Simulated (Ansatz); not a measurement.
**InRh: a vibration from a frozen displacement**

All numbers below come from Ansatz, DFT LDA, scalar-relativistic, plane waves, PAW. The runs took a 420 eV cutoff, a Γ-centred 16×16×16 mesh and Gaussian smearing (0.15 eV). No spin polarisation. Energies are free energies at this smearing, counted from the undisturbed cell; pressure is positive in compression.

Zero of the scan (as given, not relaxed at this level; it stands at -5.8 GPa, and it needn't be the usual structure):

```
In Rh
1.0
     3.19600    0.00000    0.00000
     0.00000    3.19600    0.00000
     0.00000    0.00000    3.19600
In Rh
1 1
Direct
  0.50000 0.50000 0.50000
  0.00000 0.00000 0.00000
```

Every In atom is moved by x along the Cartesian unit vector (0.000, 1.000, 0.000); the cell and all other atoms stay fixed. The cell's volume is 32.65 Å³; the moved atoms weigh 114.818 u together and the others 102.906 u.

| x (Å) | ΔE (meV/cell) | total force on the moved atoms along the move (eV/Å) | pressure (GPa) |
| --- | --- | --- | --- |
| -0.1000 | 28.01 | 0.5601 | -5.1206 |
| -0.0500 | 7.00 | 0.2801 | -5.6318 |
| 0.0000 | 0.00 | 0.0000 | -5.8026 |
| 0.0250 | 1.75 | -0.1400 | -5.7599 |
| 0.0750 | 15.76 | -0.4201 | -5.4186 |

Q: What frequency belongs to this motion?

A: The force constant is k = −dF/dx = 5.601 eV/Å², from the parabola through x = -0.0500, 0 and 0.0250. In every cell the moved atoms swing against the rest, so the mass is μ = m₁m₂/(m₁ + m₂) = 54.268 u, and ν̃ = 521.5 cm⁻¹ × √(|k|/μ) = 168 cm⁻¹, at this cell's pressure of -5.8 GPa. To first order in x, and within 1 %, the force on every atom lies along the move and, within each of the two groups, in proportion to the atom's mass, so this is itself a mode at the zone centre of this cell.

Q: How far does the harmonic law reach?

A: At x = -0.100 Å, kx²/2 = 28.00 meV against the computed 28.01 meV (+0.0 %): the well is still close to harmonic there.

In a metal these slopes depend on the k mesh and the smearing.